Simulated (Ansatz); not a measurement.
**MgV2PbO2F8, one structure, two calculations**

Cell: a computed structure from the Materials Project (it need not be an observed phase), taken as it stands.

```
Mg V Pb O F
1.0
     5.16223    0.00000    0.00000
    -0.06468    5.81814    0.00000
    -1.94354   -1.82699    6.72204
Mg V Pb O F
1 2 1 2 8
Direct
  0.73511 0.12913 0.42210
  0.37767 0.36034 0.76184
  0.62950 0.64110 0.24491
  0.99539 0.94656 0.94912
  0.47125 0.30597 0.55385
  0.62764 0.76316 0.47601
  0.53054 0.10160 0.86097
  0.44494 0.92788 0.17444
  0.02528 0.17286 0.67521
  0.94256 0.87378 0.28094
  0.16414 0.62835 0.75222
  0.81933 0.35982 0.28485
  0.68824 0.57928 0.94934
  0.31091 0.43635 0.07253
```

Atoms are numbered from 1 in the order listed; like atoms form one site, named after its first atom.

First run. Level of theory: DFT, PBE, plane waves and PAW, scalar-relativistic, collinear spin, 420 eV cutoff, Γ-centred 5×4×4 k-points, Fermi–Dirac smearing 0.02 eV (Ansatz 0.2.0). Start moments as typed (μB): 1 on each V, none on the rest.

```
site  atom  V_zz (10²¹ V/m²)     η  m (μB)
  Mg     1              0.82  0.74    0.00
  V2     2              5.69  0.88    0.72
  V3     3              2.99  0.73    0.72
  Pb     4            -15.17  0.67    0.00
  O5     5              1.30  0.28   -0.08
  O6     6             -2.23  0.66   -0.09
  F7     7              9.21  0.42    0.02
  F8     8             -7.82  0.85    0.01
  F9     9             -7.49  0.96    0.01
 F10    10              7.04  0.62    0.01
 F11    11             10.27  0.37    0.01
 F12    12              8.35  0.50    0.02
 F13    13             -7.20  0.82    0.01
 F14    14              7.38  0.91    0.01
```

Second run. The same atoms and settings, except that the start moments (μB) are 0 1 -1 0 0 0 0 0 0 0 0 0 0 0 by atom.

Task: What does the second run give?

Result: 

```tsv
site	atom	V_zz	η	change of V_zz	m (μB)
Mg	1	0.82	0.74	0.00	0.00
V2	2	5.70	0.88	+0.01	0.71
V3	3	2.96	0.73	-0.03	-0.72
Pb	4	-15.20	0.67	-0.03	0.00
O5	5	1.30	0.28	0.00	-0.08
O6	6	-2.23	0.66	0.00	0.09
F7	7	9.21	0.42	0.00	0.02
F8	8	-7.83	0.85	-0.01	-0.01
F9	9	-7.49	0.96	0.00	0.01
F10	10	7.04	0.62	0.00	-0.01
F11	11	10.27	0.37	0.00	0.01
F12	12	8.34	0.50	-0.01	-0.02
F13	13	-7.21	0.82	-0.01	0.01
F14	14	7.39	0.91	+0.01	-0.01
```

No V_zz moves by more than 0.03. In per cent, |V_zz| changes by 0 on Mg, -1 to 0 on V, 0 on Pb, 0 on O, 0 on F (all sites that start above 0.5).

The largest force is 1.5 eV/Å, so the atoms aren't at the calculated equilibrium and relaxing them would move these values. Spin–orbit coupling is left out, which shifts gradients on Pb by a few per cent in wide-gap crystals, and can shift them far more where the calculated gap is small or absent, as here. The magnetic order is the one that the run reached from its start moments, not necessarily the measured one.
For the first run: The program didn't check the stability of this electronic state in full, so a lower one may lie near. With a gap of 1.0 eV on this mesh, small gradients can still move by 0.1 × 10²¹ V/m² or more as the k-mesh gets denser. All moments are parallel here, as the start or the cell imposes; many such compounds order antiparallel, where fields and spin densities carried over to other atoms largely cancel.
